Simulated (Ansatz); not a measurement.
AlRh3N (anti-perovskite, Pm-3m) at seven volumes, r²SCAN (plane waves, PAW; program Ansatz), scaled uniformly. One row is withheld.

| V (Å³/atom) | P (GPa) |
|---|---|
| 11.738 | ? |
| 12.125 | 17.05 |
| 12.512 | 7.79 |
| 12.899 | 0.00 |
| 13.286 | -6.54 |
| 13.673 | -12.02 |
| 14.059 | -16.60 |

**Question.** Fit the shown pressures and predict the withheld one.

**Answer.** Third-order Birch–Murnaghan: P = (3/2)B₀(x^(7/2) − x^(5/2))[1 + (3/4)(B′ − 4)(x − 1)] with x = (V₀/V)^(2/3). Least squares on the six rows gives V₀ = 12.899 Å³/atom, B₀ = 237.3 GPa, B′ = 4.83. At V = 11.738, x = 1.0649 and P = 28.12 GPa. The run itself gave 28.06 GPa.

The start of the workflow was typed in or built on a structure type; neither database checked (COD, Materials Project) lists it. Whether it is the stable phase at ambient conditions was not checked. The cell was relaxed with r²SCAN under the symmetry of its start; its stability against distortions is not shown here. Magnetic state: ferromagnetic, the only order run, not a proven ground state. The volume moved by 18 % from the start of the relaxation. Other orbital occupations within this spin state were not tried. No Hubbard U is applied.

Potentials: the later of the program's two PAW sets.
